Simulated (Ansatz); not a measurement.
According to the program Ansatz at the PBEsol level (PAW), LaSiO in the tetragonal phase (P4/nmm; La on 2c, Si on 2a, O on 2c) relaxes to a = 3.486 Å, c = 8.557 Å. Against the elements it lies at -2014 meV/atom, with no fitted shifts.

Electronic character: metallic (no gap).

The bulk modulus is 112 GPa.

The start of the workflow was typed in or built on a structure type; neither database checked (COD, Materials Project) lists it. Whether it is the stable phase at ambient conditions was not checked. Symmetry was held in the PBEsol relaxation; whether a distortion lowers the energy is not shown. The references are the lowest solids computed at this level, not always the standard phases (solids in place of the gases). Spin–orbit coupling is left out wherever it is not named.

Potentials: the earlier of the program's two PAW sets. The files were generated under PBE; for other functionals the program regenerates the frozen cores, and for LDA and PBEsol the local potential too.
